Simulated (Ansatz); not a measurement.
All numbers below come from DFT PBE, scalar-relativistic, plane waves, PAW in Ansatz 0.2.0. All cells share a 420 eV cutoff and Γ-centred k meshes spaced at most about 0.3 Å⁻¹ (about 0.25 or finer for metals, 2π included). No spin polarisation in the final relaxations.

These are static total energies at zero pressure. All come from trial cells, and lower structures may exist.

Task: Order these relaxed structures of Sc3Mo by energy, lowest first, with the energy over the lowest of them.
A.

```cif
data_structure
_symmetry_space_group_name_H-M 'P6/mmm'
_symmetry_Int_Tables_number 191
_cell_length_a 5.8527
_cell_length_b 5.8527
_cell_length_c 2.7511
_cell_angle_alpha 90.000
_cell_angle_beta 90.000
_cell_angle_gamma 120.000
_cell_volume 81.61
loop_
_atom_site_label
_atom_site_type_symbol
_atom_site_symmetry_multiplicity
_atom_site_Wyckoff_symbol
_atom_site_fract_x
_atom_site_fract_y
_atom_site_fract_z
_atom_site_occupancy
Sc1 Sc 3 f 0.50000 0.00000 0.00000 1
Mo1 Mo 1 b 0.00000 0.00000 0.50000 1
```

B.

```cif
data_structure
_symmetry_space_group_name_H-M 'Pm-3m'
_symmetry_Int_Tables_number 221
_cell_length_a 4.3674
_cell_length_b 4.3674
_cell_length_c 4.3674
_cell_angle_alpha 90.000
_cell_angle_beta 90.000
_cell_angle_gamma 90.000
_cell_volume 83.31
loop_
_atom_site_label
_atom_site_type_symbol
_atom_site_symmetry_multiplicity
_atom_site_Wyckoff_symbol
_atom_site_fract_x
_atom_site_fract_y
_atom_site_fract_z
_atom_site_occupancy
Sc1 Sc 3 c 0.50000 0.00000 0.50000 1
Mo1 Mo 1 a 0.00000 0.00000 0.00000 1
```

C.

```cif
data_structure
_symmetry_space_group_name_H-M 'Pm-3m'
_symmetry_Int_Tables_number 221
_cell_length_a 5.1188
_cell_length_b 5.1188
_cell_length_c 5.1188
_cell_angle_alpha 90.000
_cell_angle_beta 90.000
_cell_angle_gamma 90.000
_cell_volume 134.13
loop_
_atom_site_label
_atom_site_type_symbol
_atom_site_symmetry_multiplicity
_atom_site_Wyckoff_symbol
_atom_site_fract_x
_atom_site_fract_y
_atom_site_fract_z
_atom_site_occupancy
Sc1 Sc 3 d 0.50000 0.00000 0.00000 1
Mo1 Mo 1 a 0.00000 0.00000 0.00000 1
```

Result: B (0 meV/atom), A (207 meV/atom), C (721 meV/atom). Forms: B Cu3Au (L1_2) type, Pm-3m; A P6/mmm; C ReO3 type, Pm-3m. Counting all near atoms (those within 1.25 times the shortest distance at each site; a plus sign parts nearer from farther groups): B has Sc 12, Mo 12; A has Sc 6+4, Mo 2+12; C has Sc 2, Mo 6. Even the lowest lies +0.17 eV/atom against the elements.

A magnetic state wasn't ruled out in cells without spin, among them P6/mmm. Cells relaxed within their symmetry can be saddle points. Some types were kept out of the candidates beforehand, so the set may lack a known form.
